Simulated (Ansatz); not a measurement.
Relaxed-ion elastic tensor of BeSe (zinc blende, F-43m) in GPa (Voigt order), DFT-LDA in the program Ansatz with PAW potentials; density 4.45 g/cm³, 16.40 Å³ per atom.

```
 138  56.8  56.8   0.0   0.0   0.0
56.8   138  56.8   0.0   0.0   0.0
56.8  56.8   138   0.0   0.0   0.0
 0.0   0.0   0.0  70.9   0.0   0.0
 0.0   0.0   0.0   0.0  70.9   0.0
 0.0   0.0   0.0   0.0   0.0  70.9
```

### Question
Is the crystal mechanically stable?

### Answer
Yes: the smallest eigenvalue of C is 70.9 GPa.

### Question
Work out the Voigt, Reuss and Hill averages.

### Answer
K_V = 84.0, K_R = 84.0, K_H = 84.0; G_V = 58.8, G_R = 54.7, G_H = 56.8 GPa.

### Question
Give Young's modulus, Poisson's ratio, Pugh's ratio and the universal anisotropy index.

### Answer
E = 9KG/(3K + G) = 139 GPa; ν = 0.22; K/G = 1.48 (brittle by the Pugh limit of 1.75); A_U = 5G_V/G_R + K_V/K_R − 6 = 0.38.

### Question
Estimate the sound speeds and the Debye temperature.

### Answer
v_l = √((K + 4G/3)/ρ) = 5990 m/s, v_t = √(G/ρ) = 3570 m/s, mean 3950 m/s; Θ = (h/k)(3n/4πV)^(1/3) v_m = 463 K.

### Question
Give the Zener ratio and Young's modulus along [100], [110] and [111].

### Answer
A = 2C44/(C11 − C12) = 1.74; 1/E = S11 − 2(S11 − S12 − S44/2)Γ with Γ = 0, 1/4, 1/3 gives 105, 145, 166 GPa.

The LDA relaxation kept the symmetry of its start; phonons on a q-mesh show no instability.

Potentials: the later of the program's two PAW sets.
